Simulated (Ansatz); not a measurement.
**A plane-wave run on TiSe**

input.yaml (Ansatz 0.2.0)

```yaml
crystal:
  lattice:
    - [6.435417, 0.0, 0.0]
    - [0.0, 3.479627, 0.0]
    - [0.0, 0.0, 6.196404]
  atoms:
    - { symbol: Ti, position: [0.01, 0.25, 0.81] }
    - { symbol: Ti, position: [0.49, 0.75, 0.31] }
    - { symbol: Ti, position: [0.51, 0.25, 0.69] }
    - { symbol: Ti, position: [0.99, 0.75, 0.19] }
    - { symbol: Se, position: [0.22, 0.25, 0.42] }
    - { symbol: Se, position: [0.28, 0.75, 0.92] }
    - { symbol: Se, position: [0.72, 0.25, 0.08] }
    - { symbol: Se, position: [0.78, 0.75, 0.58] }
  symmetry: { tolerance: 0.0003 }
kpoints:
  mp_grid: { grid: [5, 10, 6], shift: [0, 0, 0] }
  band_path:
    path:
      - [0.0, 0.0, 0.0]
      - [0.5, 0.0, 0.0]
      - [0.5, 0.5, 0.0]
      - [0.0, 0.5, 0.0]
      - [0.0, 0.0, 0.0]
      - [0.0, 0.0, 0.5]
      - [0.5, 0.0, 0.5]
      - [0.5, 0.5, 0.5]
      - [0.0, 0.5, 0.5]
      - [0.0, 0.0, 0.5]
      - [0.5, 0.0, 0.0]
    npoints: 6
magnetization:
  spin_polarized: false
scf:
  occupations: { method: fermi_dirac }
  lower_state_search: "off"
  max_iter: 200
hamiltonian:
  pseudopotentials: { kind: paw }
  xc: r2scan
basis:
  ecutwfc: 500
  fft_grid_basis: typed
output:
  forces: true
  stress: true
  eigenvalues: true
  bader: true
  populations: true
  elf: true
  write_potential: true
  volumetric_format: npy
  dos:
    e_range: [-12, 8]
    de: 0.05
    projected: { site_lists: { Se: [Se], Ti: [Ti] } }
checkpoint:
  read: saved_state
```

The run starts from an earlier solution of this cell. 

Parts of the output:

```
Pseudopotentials: kind: paw
Pseudopotential: Ti, paw, valence charge 12, recommended cutoff 500 eV (meta_gga), Ti.paw.azcp
Pseudopotential: Se, paw, valence charge 16, recommended cutoff 500 eV (meta_gga), Se.paw.azcp
Functional definition: r2SCAN
  exchange = r2scan_x(k0 = k0, k1 = k1, a1 = a1)
  correlation = r2scan_c
Crystal: 8 atoms, lattice volume = 138.755 Å³
Basis set: ecut = 500 eV, 3541 PW (Γ), exchange–correlation on 192×108×192 points (64 copies of the dense FFT grid, shifted against one another)
Bands: 68, of which v1, the nominal top of the filled ones, is band 56 counted from 1 (55 counted from 0)
Symmetry: 8 space group operations
Space group: Pnma (ITA 62), of the structure as read, at distance tolerance 1.6e-3 Å
k-points: 72 of 300
Initial density: read from a saved state, or passed on in memory by an earlier SCF of this step, an earlier step, the calling program or the single point that the run made first
Functional: x = r2scan, c = r2scan; τ floored in thin density (d = 2e-4 eV/Å³)
SCF iter   1: F=-31940.1782 eV  Δρ=1.30e-3  dr2=5.80e-4  dr2_τ=2.75e-3
SCF iter   2: F=-31940.1785 eV  Δρ=7.28e-4  dr2=2.23e-4  dr2_τ=1.82e-4
SCF iter   3: F=-31940.1786 eV  Δρ=1.15e-4  dr2=2.38e-5  dr2_τ=1.35e-6
SCF iter   4: F=-31940.1786 eV  Δρ=5.75e-5  dr2=3.73e-6  dr2_τ=8.37e-7
SCF iter   5: F=-31940.1786 eV  Δρ=1.96e-5  dr2=5.52e-7  dr2_τ=7.34e-8
SCF iter   6: F=-31940.1786 eV  Δρ=5.89e-6  dr2=6.54e-8  dr2_τ=2.20e-9
Free energy (F): -31940.1786 eV
Harris-Foulkes:  -31940.1786 eV  (|F-HF|=1.17e-8)
Internal energy: -31940.0312 eV  (E = F + TS)
E sigma→0 (E₀):  -31940.1049 eV
Entropy (-TS):   -0.1474 eV (-18.419 meV/atom)
Fermi energy:    14.1919 eV
--- Per-component energies (eV) ---
  E_band       = -1943.9019
  E_kinetic    = 1582.7837
  E_local      = -11516.2697  (includes V_loc(G=0)·N_el)
  E_nonlocal   = -2346.8244
  E_hartree    = 5571.0467
  E_xc         = -773.6364
  E_vxc        = -965.5935  (∫ρ·V_xc dr)
  E_paw        = -11930.1557  (= ΣΔE_a)
  E_vpaw       = 102.9550  (= ΣTr[D̂ρ^β])
  E_aug_tail   = -0.0005  (compensation charges beyond the density's cutoff)
  E_vtau       = 56.9593  (kinetic-family band-sum trace: ∫τ·v_τ [+ j·A + Jᵃ·Aᵃ] dr)
  E_ewald      = -12518.9018
  E_core_change = -8.0729  (= ΣΔE_core)
  E_smearing   = -0.1474  (= −TS)
--- Forces (eV/Å), atoms counted from 1 ---
  atom   1  Ti    -0.2792     0.0000    -0.3423
  atom   2  Ti     0.2792     0.0000    -0.3423
  atom   3  Ti    -0.2792     0.0000     0.3423
  atom   4  Ti     0.2792     0.0000     0.3423
  atom   5  Se    -0.3910     0.0000    -0.0709
  atom   6  Se     0.3910     0.0000    -0.0709
  atom   7  Se    -0.3910     0.0000     0.0709
  atom   8  Se     0.3910     0.0000     0.0709
--- Stress (GPa, compression-positive) ---
        2.1464       0.0000       0.0000
        0.0000       1.6361       0.0000
        0.0000       0.0000       2.1455
  P = ⅓ Tr σ = 1.9760 GPa (19.760 kbar)
--- Löwdin populations: 8 sites ---
  site symbol       q [e]
     0     Ti     11.5010
     1     Ti     11.5010
     2     Ti     11.5010
     3     Ti     11.5010
     4     Se     16.3554
     5     Se     16.3554
     6     Se     16.3554
     7     Se     16.3554
  spilling = 0.0051 (of n_electrons = 112.0000)
--- Bader charges: 8 sites ---
  site symbol  charge [e]  shift [e]
     0     Ti      1.2948     0.0000
     1     Ti      1.2948     0.0000
     2     Ti      1.2948     0.0000
     3     Ti      1.2949     0.0000
     4     Se     -1.2948     0.0000
     5     Se     -1.2949     0.0000
     6     Se     -1.2949     0.0000
     7     Se     -1.2948     0.0000
```

Absolute energies hang on the potentials; compare differences alone.

Origin: a database entry at a rescaled volume. Caveats: many states at the Fermi level without spin polarisation, so a magnetic state may lie lower.
